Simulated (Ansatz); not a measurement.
**Li7Bi: stable or not**

The structure comes from a generated guess, relaxed at this level; another structure or a mixture of phases may lie lower.

Theory: DFT PBE, scalar-relativistic, plane waves, PAW (Ansatz). Settings of the last relaxation (8-atom cell): 420 eV, 8×8×8 k points, Gaussian smearing of 0.10 eV, no spin polarisation.

Space group I4mm (No. 107). a = 6.381 Å, b = 6.381 Å, c = 7.761 Å, α = 90.00°, β = 90.00°, γ = 90.00°
```tsv
atom	site	symmetry	x	y	z
Li	8c	..m	0.2268	0.2268	0.7518
Li	4b	2mm.	0.0000	0.5000	0.0099
Li	2a	4mm	0.0000	0.0000	0.4402
Bi	2a	4mm	0.0000	0.0000	0.0396
```

Formation energies are uncorrected and refer to the elements' standard structures at the same level.

Q: These tests were run: energy against the elements; phonons on a 2×2×2 q mesh; elastic tensor. What do they show?

A:

```json
{"test": "energy against the elements", "result": "−0.19 eV/atom"}
{"test": "phonons on a 2×2×2 q mesh", "result": "no imaginary mode on the mesh"}
{"test": "elastic tensor", "result": "least eigenvalue 3 GPa"}
```

It fails none of these tests outright. Whether a mixture of other phases lies lower isn't tested here. Undecided within the accuracy: elastic tensor.

The end has Imm2 (No. 44) at a tolerance of 0.01 Å; the cell shown is made exact in the group found at 0.05 Å. Spin–orbit coupling, which can matter for Bi, is left out. The run for the phonons used an 8×8×8 k mesh and Fermi–Dirac smearing of 0.15 eV. The run for the elastic tensor used an 8×8×8 k mesh and Fermi–Dirac smearing of 0.15 eV.
